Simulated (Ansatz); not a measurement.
Here is the system:

Ti₂GeC:
```cif
data_C2Ge2Ti4
_chemical_formula_sum 'Ti4 Ge2 C2'
_space_group_name_H-M_alt 'P63/mmc'
_space_group_IT_number 194
_space_group_name_Hall '-P 6c 2c'
_cell_length_a 3.05370
_cell_length_b 3.05370
_cell_length_c 12.88128
_cell_angle_alpha 90.000
_cell_angle_beta 90.000
_cell_angle_gamma 120.000
loop_
_atom_site_label
_atom_site_type_symbol
_atom_site_symmetry_multiplicity
_atom_site_Wyckoff_symbol
_atom_site_fract_x
_atom_site_fract_y
_atom_site_fract_z
_atom_site_occupancy
Ti1 Ti 4 f 0.33333 0.66667 0.08926 1
Ge1 Ge 2 d 0.66667 0.33333 0.25000 1
C1 C 2 a 0.00000 0.00000 0.00000 1
```

This is the PBEsol-relaxed structure.

**Question.** All from plane-wave PAW PBEsol (Ansatz code), unless another level is named. Estimate the electronic character.

**Answer.** metallic (no gap).

**Question.** Predict the density of states at the Fermi level.

**Answer.** 0.36 states/eV per atom (mean over ±0.08 eV).

**Question.** Next, the formation energy from the elements (no fitted shifts)?

**Answer.** -0.90 eV/atom.

**Question.** What about the gap with spin–orbit coupling?

**Answer.** none (metallic).

Space group P6_3/mmc. The workflow started from a Materials Project entry (that database holds measured and hypothetical structures alike); the Crystallography Open Database copy checked does not list it. Its standing as an ambient phase is unchecked. The PBEsol relaxation kept the symmetry of its start; of distortions, only those at the zone centre were tested. The run is not spin-polarised. The references are the lowest solids computed at this level, not always the standard phases. Spin–orbit coupling is left out wherever it is not named.

Potentials: the later of the program's two PAW sets.
